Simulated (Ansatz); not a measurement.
Relaxed-ion elastic tensor of Cu3Au (Cu3Au type, Pm-3m) in GPa (Voigt order), plane-wave PAW LDA (Ansatz code); density 13.01 g/cm³, 12.37 Å³ per atom.

```csv
,1,2,3,4,5,6
1,238,166,166,0.0,0.0,0.0
2,166,238,166,0.0,0.0,0.0
3,166,166,238,0.0,0.0,0.0
4,0.0,0.0,0.0,84.5,0.0,0.0
5,0.0,0.0,0.0,0.0,84.5,0.0
6,0.0,0.0,0.0,0.0,0.0,84.5
```

Task: Is the crystal mechanically stable?

Result: Yes: the smallest eigenvalue of C is 72.2 GPa.

Task: Work out the Voigt, Reuss and Hill averages.

Result: K_V = 190, K_R = 190, K_H = 190; G_V = 65.2, G_R = 55.0, G_H = 60.1 GPa.

Task: Give Young's modulus, Poisson's ratio, Pugh's ratio and the universal anisotropy index.

Result: E = 9KG/(3K + G) = 163 GPa; ν = 0.36; K/G = 3.17 (ductile by the Pugh limit of 1.75); A_U = 5G_V/G_R + K_V/K_R − 6 = 0.92.

Task: Estimate the sound speeds and the Debye temperature.

Result: v_l = √((K + 4G/3)/ρ) = 4560 m/s, v_t = √(G/ρ) = 2150 m/s, mean 2420 m/s; Θ = (h/k)(3n/4πV)^(1/3) v_m = 311 K.

Task: Give the Zener ratio and Young's modulus along [100], [110] and [111].

Result: A = 2C44/(C11 − C12) = 2.34; 1/E = S11 − 2(S11 − S12 − S44/2)Γ with Γ = 0, 1/4, 1/3 gives 102, 171, 221 GPa.

Task: Solve the Christoffel equation for the three sound speeds along [100], [110], [111].

Result: Eigenvalues of C_ijkl n_j n_l equal ρv². In km/s, slowest first: [100] 2.55, 2.55, 4.28; [110] 1.67, 2.55, 4.70; [111] 2.00, 2.00, 4.83.

Symmetry was held in the LDA relaxation. The run is not spin-polarised. As this level gives no gap, shear constants depend on the k-mesh and smearing (Fermi–Dirac, 0.1 eV here). Scalar-relativistic: spin–orbit coupling is off unless named, which matters more the heavier the elements.

Potentials: the earlier of the program's two PAW sets. The files were generated under PBE; for other functionals the program regenerates the frozen cores, and for LDA and PBEsol the local potential too.
